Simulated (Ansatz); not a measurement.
Al2O3:
```
CELL_PARAMETERS angstrom
      7.01808     0.00000     0.00000
      0.00000     4.79784     0.00000
      0.00000     0.00000     4.93881
ATOMIC_POSITIONS crystal
  Al 0.39074 0.25212 0.03100
  Al 0.60926 0.74788 0.96900
  Al 0.10926 0.24788 0.53100
  Al 0.89074 0.75212 0.46900
  Al 0.89074 0.24788 0.96900
  Al 0.10926 0.75212 0.03100
  Al 0.60926 0.25212 0.46900
  Al 0.39074 0.74788 0.53100
  O  0.65408 0.10702 0.10195
  O  0.34592 0.89298 0.89805
  O  0.84592 0.39298 0.60195
  O  0.15408 0.60702 0.39805
  O  0.15408 0.39298 0.89805
  O  0.84592 0.60702 0.10195
  O  0.34592 0.10702 0.39805
  O  0.65408 0.89298 0.60195
  O  0.00000 0.04987 0.25000
  O  0.00000 0.95013 0.75000
  O  0.50000 0.45013 0.75000
  O  0.50000 0.54987 0.25000
```

Relaxed with r²SCAN. Independent-particle spectrum: no excitons, no local fields, no scissors shift; 0.1 eV broadening; ε₁ of the summed bands alone.

**Question.** Tabulate the dielectric function from the program Ansatz at the r²SCAN level (PAW).

**Answer.** 

| E (eV) | ε₁ xx | ε₂ xx | ε₁ yy | ε₂ yy | ε₁ zz | ε₂ zz |
|---|---|---|---|---|---|---|
| 0.0 | 2.98 | 0.00 | 2.98 | 0.00 | 2.99 | 0.00 |
| 0.4 | 2.98 | 0.00 | 2.98 | 0.00 | 2.99 | 0.00 |
| 0.8 | 2.99 | 0.00 | 2.99 | 0.00 | 3.00 | 0.00 |
| 1.2 | 3.00 | 0.00 | 3.00 | 0.00 | 3.01 | 0.00 |
| 1.6 | 3.01 | 0.00 | 3.01 | 0.00 | 3.02 | 0.00 |
| 2.0 | 3.03 | 0.00 | 3.03 | 0.00 | 3.04 | 0.00 |
| 2.4 | 3.05 | 0.00 | 3.05 | 0.00 | 3.06 | 0.00 |
| 2.8 | 3.08 | 0.00 | 3.08 | 0.00 | 3.09 | 0.00 |
| 3.2 | 3.11 | 0.00 | 3.11 | 0.00 | 3.12 | 0.00 |
| 3.6 | 3.15 | 0.00 | 3.15 | 0.00 | 3.17 | 0.00 |
| 4.0 | 3.20 | 0.00 | 3.20 | 0.00 | 3.21 | 0.00 |
| 4.4 | 3.26 | 0.00 | 3.25 | 0.00 | 3.27 | 0.00 |
| 4.8 | 3.33 | 0.00 | 3.32 | 0.00 | 3.34 | 0.00 |
| 5.2 | 3.41 | 0.00 | 3.40 | 0.00 | 3.42 | 0.00 |
| 5.6 | 3.52 | 0.00 | 3.49 | 0.00 | 3.52 | 0.00 |
| 6.0 | 3.66 | 0.00 | 3.62 | 0.00 | 3.65 | 0.00 |
| 6.4 | 3.89 | 0.00 | 3.80 | 0.00 | 3.83 | 0.00 |
| 6.8 | 4.15 | 0.33 | 4.17 | 0.18 | 4.21 | 0.15 |
| 7.2 | 4.15 | 0.54 | 4.14 | 0.47 | 4.24 | 0.45 |
| 7.6 | 4.15 | 0.68 | 4.16 | 0.60 | 4.28 | 0.62 |
| 8.0 | 4.18 | 0.79 | 4.21 | 0.69 | 4.34 | 0.77 |
| 8.4 | 4.25 | 0.88 | 4.31 | 0.79 | 4.43 | 0.90 |
| 8.8 | 4.35 | 0.97 | 4.44 | 0.91 | 4.55 | 1.05 |
| 9.2 | 4.52 | 1.07 | 4.61 | 1.03 | 4.72 | 1.22 |
| 9.6 | 4.78 | 1.20 | 4.91 | 1.23 | 5.01 | 1.44 |
| 10.0 | 5.30 | 1.63 | 5.28 | 1.68 | 5.40 | 2.13 |
| 10.4 | 5.33 | 2.38 | 5.33 | 2.34 | 4.95 | 2.57 |
| 10.8 | 5.19 | 3.12 | 5.29 | 3.53 | 5.30 | 3.29 |
| 11.2 | 5.10 | 3.35 | 4.24 | 3.57 | 4.66 | 3.84 |
| 11.6 | 5.25 | 4.60 | 4.12 | 3.87 | 3.99 | 4.78 |
| 12.0 | 3.52 | 5.45 | 4.13 | 3.52 | 3.09 | 4.60 |

**Question.** From ε at 8.5 eV (xx: 4.27 + 0.90i), find n, k, the normal reflectivity and the absorption coefficient.

**Answer.** n = 2.08, k = 0.217, R = 13 %, α = 2kE/ħc = 190000 cm⁻¹.

With all bands, ε∞ without local fields is 3.17 (xx), 3.16 (yy), 3.18 (zz).

Space group Pbcn. The first step of the workflow began from a Materials Project structure, measured or hypothetical; the Crystallography Open Database copy checked does not list it. It is not the phase usual at ambient conditions (space group No. 167). The cell was relaxed with r²SCAN under the symmetry of its start; whether a distortion lowers the energy is not shown.

Potentials: the later of the program's two PAW sets.
